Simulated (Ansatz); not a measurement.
## CaAu5 under pressure: fit and missing row

CaAu5, F-43m, a = 7.794 Å. The structure is a COD entry; whether it is the stable form wasn't checked. Ansatz: r2SCAN, PAW, 500 eV, Γ-centred 8×8×8 mesh on 6 atoms, Gaussian smearing 0.10 eV; no spin polarisation. Cell and atoms are relaxed at each pressure, and no other structure is tried, so the rows at high pressure may lie past a change of phase.

| V (Å³/atom) | P (GPa) |
| --- | --- |
| ? | 90.00 |
| 15.614 | 49.94 |
| 17.025 | 24.94 |
| 18.137 | 11.99 |
| 19.099 | 4.00 |
| 19.557 | 1.00 |
| 19.725 | 0.01 |
| 19.921 | -1.08 |

Take V0 = 19.725 Å³/atom, count pressures from its P0 = 0.01 GPa, fit the third-order Birch–Murnaghan form to the other rows, and predict the missing volume.

With the Eulerian strain f = ½[(V0/V)^(2/3) − 1] and y = (P − P0)/[3f(1 + 2f)^(5/2)], the form is the line y = B0 + 1.5 B0 (B0′ − 4) f. Rows (f, y): 0.08430, 133.7; 0.05156, 126.1; 0.02878, 120.6; 0.01087, 116.0; 0.00286, 113.8; -0.00329, 112.3. Means f = 0.02918, y = 120.42; Σ(Δf)² = 0.005622, ΣΔfΔy = 1.378; the slope is their ratio. y = 113.3 + 245.1 f GPa, so B0 = 113.3 GPa and B0′ = 4 + 2 × (245.1)/(3 × 113.3) = 5.44. P = 90.00 GPa is met at f = 0.12162 (y = 143.11), so V = V0 (1 + 2f)^(−3/2) = 14.229 Å³/atom. The run gave 14.215 Å³/atom, so the fit is 0.014 Å³/atom too high, 0.25 % of the span of the series, against an rms of 0.002 Å³/atom on the fitted rows. The row lies outside the fitted range. A fourth-order term fitted to the same rows gives P = 89.59 GPa at this row's volume (the line 90.53, the run 90.00), which recovers part of the miss. Also, this row ran on the mesh 10×10×10, its neighbour on 8×8×8, which can shift it a little.

The mesh isn't the same in all rows (8×8×8, 10×10×10). Spin–orbit coupling is left out, which can shift energies with elements as heavy as these.